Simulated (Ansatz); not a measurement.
# Squeezing SiPb (CsCl type)

```xyz
2
Lattice="3.5800 0.0000 0.0000 0.0000 3.5800 0.0000 0.0000 0.0000 3.5800" Properties=species:S:1:pos:R:3 pbc="T T T"
Pb    0.0000    0.0000    0.0000
Si    1.7900    1.7900    1.7900
```

The cell comes from a relaxation on PAW files under the same functional, begun from a prototype that needn't be the stable phase.

Its volume is scaled at fixed shape and fractional positions.

Computed with Ansatz 0.2.0; functional PBEsol, scalar-relativistic. Settings: a Γ-centred 11×11×11 k mesh, Fermi–Dirac smearing of 0.08 eV, no spin polarisation. Methods: LAPW: all electrons, basis error target 1 meV/atom; PAW: frozen-core files, cutoff 420 eV; crystal datasets: all electrons, by PAW datasets that the program makes for each cell; norm-conserving: pseudopotentials, cutoff 850 eV; PAW (cutoff 800 eV): frozen-core files, cutoff 800 eV.

Energies are extrapolated to zero smearing and count from the unscaled cell; pressure is positive in compression; gaps take the mesh and a band path. No temperature or zero-point motion is included.

Spin–orbit coupling is left out, which matters for the heavy atoms. The PAW files were made under PBE. The structure type is held throughout; the real material can change phase at far lower pressure.

| V/V0 | V (Å³/atom) | P LAPW (GPa) | ΔE LAPW (eV/atom) | P PAW − LAPW (GPa) | ΔE PAW − LAPW (meV/atom) |
| --- | --- | --- | --- | --- | --- |
| 1.00 | 22.94 | 0.01 | 0.000 | -0.01 | 0.0 |
| 0.92 | 21.11 | 6.22 | 0.033 | -0.01 | -0.1 |
| 0.84 | 19.27 | 16.00 | 0.157 | 0.00 | -0.1 |
| 0.76 | 17.44 | ? | ? | ? | ? |
| 0.68 | 15.60 | 57.1 | 0.918 | 0.05 | 0.4 |
| 0.60 | 13.76 | 101.2 | 1.800 | 0.14 | 1.5 |
| 0.52 | 11.93 | 180.7 | 3.367 | 0.36 | 4.2 |
| 0.45 | 10.32 | 306.6 | 5.749 | 0.74 | 9.6 |

Task: Fit the Vinet equation to the LAPW pressures shown (residuals weighted by 1/(|P| + 0.03·Pmax)), and predict the pressure of the withheld row.

Result: The fit gives V0 = 22.98 Å³/atom, B0 = 57 GPa and B0′ = 5.24. At 17.44 Å³/atom, x = (V/V0)^(1/3) = 0.9121, and P = 3·B0·(1 − x)/x²·exp[1.5·(B0′ − 1)·(1 − x)] = 31.6 GPa. The run itself gave 31.5 GPa (+0.3 % off) and ΔE = 0.423 eV/atom.

Task: From the table, what is the rise of the enthalpy H = E + pV up to the last row, and how stiff is the crystal between the last two rows?

Result: ΔH = 5.749 eV + (306.6 GPa × 10.32 Å³ − 0.01 GPa × 22.94 Å³) × 0.006242 eV/(GPa·Å³) = 25.50 eV/atom, of which pV makes 77 %. The mean bulk modulus there is −ΔP/Δln V = 871 GPa.

Task: At the smallest volume, how far do crystal datasets and norm-conserving and PAW (cutoff 800 eV) lie from LAPW in pressure?

Result: crystal datasets: 0.00 GPa; norm-conserving: -2.86 GPa; PAW (cutoff 800 eV): +0.69 GPa, on a LAPW pressure of 306.6 GPa.

Task: How do the Löwdin populations by LAPW change from the unscaled cell to the last row?

Result: Pb 6s 1.75 → 1.38, Pb 5p 6.00 → 5.96, Pb 6p 2.15 → 2.50, Pb 5d 9.98 → 9.91, Si 3s 1.65 → 1.26, Si 3p 2.40 → 2.83 electrons an atom. These are projections on the shells that the free atoms fill; 0.07 e a cell lies outside them at the start and 0.23 e at the end.
